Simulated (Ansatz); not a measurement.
Calculated with Ansatz: AsRhBr, relaxation

input.yaml:

```yaml
crystal:
  lattice:
    - [7.058947, 0.0, 0.0]
    - [-3.529473, 6.113231, 0.0]
    - [0.0, 0.0, 4.111085]
  atoms:
    - { symbol: Rh, position: [0.261, 0.0, 0.0] }
    - { symbol: Rh, position: [0.739, 0.739, 0.0] }
    - { symbol: Rh, position: [0.0, 0.261, 0.0] }
    - { symbol: Br, position: [0.588, 0.0, 0.5] }
    - { symbol: Br, position: [0.412, 0.412, 0.5] }
    - { symbol: Br, position: [0.0, 0.588, 0.5] }
    - { symbol: As, position: [0.0, 0.0, 0.5] }
    - { symbol: As, position: [0.3333, 0.6667, 0.0] }
    - { symbol: As, position: [0.6667, 0.3333, 0.0] }
  symmetry: { tolerance: 0.0003 }
kpoints:
  mp_grid: { grid: [6, 6, 8], shift: [0, 0, 0] }
magnetization:
  spin_polarized: false
scf:
  occupations: { method: fermi_dirac }
  lower_state_search: "off"
hamiltonian:
  pseudopotentials: { kind: paw }
  xc: r2scan
basis:
  ecutwfc: 500
  fft_grid_basis: typed
relax:
  max_steps: 40
  cell: { p_target: 20.0 }
output:
  forces: true
  stress: true
  eigenvalues: true
  bader: true
  populations: true
  elf: true
  write_potential: true
  volumetric_format: npy
  dos:
    e_range: [-12, 8]
    de: 0.05
    projected: { site_lists: { As: [As], Br: [Br], Rh: [Rh] } }
  write_density: true
checkpoint:
  read: saved_state
```

Launch command:

```bash
ansatz run input.yaml --threads 2 --pin off --max-ram 3584MiB --backend cpu --events-out ev --progress --plain --runs-dir out
```

Origin of the cell: a known structure type with other elements, at an estimated volume, so it need not be a known compound.

The smearing width isn't typed, so it takes its default of 0.1 eV.

The saved state is a converged single point of the same cell.

Steps («new basis» is an SCF on plane waves selected anew at the same cell):

```csv
step,ΔH (meV/atom),max force component (eV/Å),P (GPa),volume (Å³),SCF iterations,step was
1,0.0,0.870,-3.72,177.41,8,accepted
2,-307.3,1.074,10.80,154.13,9,accepted
3,-410.8,0.919,22.52,143.43,9,accepted
4,-457.1,0.532,20.88,145.08,8,accepted
5,-476.8,0.199,20.62,146.43,8,accepted
6,-477.4,0.052,20.16,146.95,6,accepted
7,-477.5,0.025,20.01,147.06,6,accepted
8,-477.5,0.005,20.03,147.05,6,accepted
9,-477.0,0.005,20.02,147.05,7,new basis
```

The starting structure.

Space group P-62m (No. 189); the run's cell has a = 7.059 Å, b = 7.059 Å, c = 4.111 Å, α = 90.00°, β = 90.00°, γ = 120.00°. Shortest distances: As–Rh 2.65 Å, As–Br 2.91 Å, Br–Rh 3.09 Å, Rh–Rh 3.19 Å.

The relaxed structure.

Space group P-62m (No. 189); the run's cell has a = 6.468 Å, b = 6.468 Å, c = 4.059 Å, α = 90.00°, β = 90.00°, γ = 120.00°. Shortest distances: As–Rh 2.51 Å, Br–Rh 2.60 Å, Rh–Rh 2.70 Å, As–Br 2.76 Å, Br–Br 3.24 Å.

```
CELL_PARAMETERS angstrom
6.46787 0.00000 0.00000
-3.23393 5.60134 0.00000
0.00000 0.00000 4.05906
ATOMIC_POSITIONS crystal
Rh 0.24113 0.00000 0.00000
Rh 0.75887 0.75887 0.00000
Rh 0.00000 0.24113 0.00000
Br 0.49195 0.00000 0.50000
Br 0.50805 0.50805 0.50000
Br 0.00000 0.49195 0.50000
As 0.00000 0.00000 0.50000
As 0.33333 0.66667 0.00000
As 0.66667 0.33333 0.00000
```

```yaml
Enthalpy_lowered_by: 477.0 meV/atom
Volume_change: -17.11 %
Final_pressure: 20.02 GPa
Relaxation_steps_listed: 9
```

Caveats: no moments, though an odd count or open d shells may carry them; the relaxation held the start's symmetry, so the end may be a saddle point.

The run took 9 min on 2 threads of Arm Neoverse V1, on a shared host, peak memory 1.1 GiB, from a saved density.
